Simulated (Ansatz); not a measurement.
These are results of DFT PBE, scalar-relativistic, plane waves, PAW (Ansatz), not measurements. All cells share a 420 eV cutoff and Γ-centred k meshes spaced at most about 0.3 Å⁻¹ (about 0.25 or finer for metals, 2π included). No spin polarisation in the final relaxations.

All energies are static (0 K, no zero-point motion).

Compare these two cells of Zr3TiN4, each relaxed at this level.

A.

Space group Cmmm (No. 65). a = 6.385 Å, b = 9.033 Å, c = 3.201 Å, α = 90.00°, β = 90.00°, γ = 90.00°
```csv
atom,site,symmetry,x,y,z
Zr,4e,..2/m,0.2500,0.7500,0.0000
Zr,2c,mmm,0.5000,0.0000,0.5000
Ti,2d,mmm,0.0000,0.0000,0.5000
N,4g,2mm,0.7601,0.0000,0.0000
N,4j,m2m,0.5000,0.7449,0.5000
```

B.

Space group P4/mmm (No. 123). a = 3.204 Å, b = 3.204 Å, c = 9.033 Å, α = 90.00°, β = 90.00°, γ = 90.00°
| atom | site | symmetry | x | y | z |
| --- | --- | --- | --- | --- | --- |
| Zr | 2h | 4mm | 0.5000 | 0.5000 | 0.2416 |
| Zr | 1b | 4/mmm | 0.0000 | 0.0000 | 0.5000 |
| Ti | 1a | 4/mmm | 0.0000 | 0.0000 | 0.0000 |
| N | 2g | 4mm | 0.0000 | 0.0000 | 0.7573 |
| N | 1c | 4/mmm | 0.5000 | 0.5000 | 0.0000 |
| N | 1d | 4/mmm | 0.5000 | 0.5000 | 0.5000 |

Question: Which placement of the atoms is lower in energy, and by how much?

Answer: They are level within the accuracy (3 meV/atom apart, with A the lower in these runs). The two share one framework of sites and differ in which element sits where. A has Zr and Ti ordered on rock salt sites, space group Cmmm (No. 65), 11.5 Å³/atom and no gap on its mesh; B has Zr and Ti ordered on rock salt sites, space group P4/mmm (No. 123), 11.6 Å³/atom and no gap. Counting N atoms around Ti and Zr (those within 1.25 times the shortest such distance or 1.15 times the sum of covalent radii), A and B both have Zr 6, Ti 6. In A, Zr on a site of symmetry 2/m is surrounded by 6 N at 2.26 Å, 8 Zr at 3.19–3.20 Å and 4 Ti at 3.20 Å; around Ti lie 6 N at 2.21–2.22 Å, 10 Zr at 3.19–3.20 Å and 2 Ti at 3.20 Å; N on a site of symmetry 2mm is surrounded by 2 Ti at 2.22 Å and 4 Zr at 2.26–2.31 Å; 2 more sites not described. In B, around Zr on a site of symmetry 4mm lie 6 N at 2.18–2.33 Å, 4 Ti at 3.15 Å and 8 Zr at 3.20–3.25 Å; around Ti lie 6 N at 2.19–2.27 Å and 8 Zr at 3.15 Å; N on a site of symmetry 4mm has 1 Ti at 2.19 Å and 5 Zr at 2.27–2.32 Å; 3 more sites not described. Both come from invented guesses.

For metals, differences of a few meV/atom aren't resolved. Cells relaxed within their symmetry can be saddle points.
